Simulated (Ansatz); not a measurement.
Cu3Au:
```cif
data_AuCu3
_chemical_formula_sum 'Cu3 Au1'
_space_group_name_H-M_alt 'Pm-3m'
_space_group_IT_number 221
_space_group_name_Hall '-P 4 2 3'
_cell_length_a 3.78088
_cell_length_b 3.78088
_cell_length_c 3.78088
_cell_angle_alpha 90.000
_cell_angle_beta 90.000
_cell_angle_gamma 90.000
loop_
_atom_site_label
_atom_site_type_symbol
_atom_site_symmetry_multiplicity
_atom_site_Wyckoff_symbol
_atom_site_fract_x
_atom_site_fract_y
_atom_site_fract_z
_atom_site_occupancy
Cu1 Cu 3 c 0.00000 0.50000 0.50000 1
Au1 Au 1 a 0.00000 0.00000 0.00000 1
```

Relaxed with PBE.

Task: Decompose the optical modes at the zone centre into irreducible representations, and say which are infrared and Raman allowed.

Result: Point group m-3m: Γ_opt = 2T1u + T2u. Infrared: T1u. Raman: none.

Task: Assign frequencies (DFPT, DFT-PBE in the program Ansatz with PAW potentials).

Result: T1u 115, T2u 162, T1u 205 cm⁻¹.

Symmetry was held in the PBE relaxation; of distortions, only those at the zone centre were tested. No spin polarisation was allowed. As this level gives no gap, phonon frequencies hold no LO–TO term and depend on the k-mesh and smearing (Fermi–Dirac, 0.1 eV here). Spin–orbit coupling is left out wherever it is not named.

Potentials: the later of the program's two PAW sets.
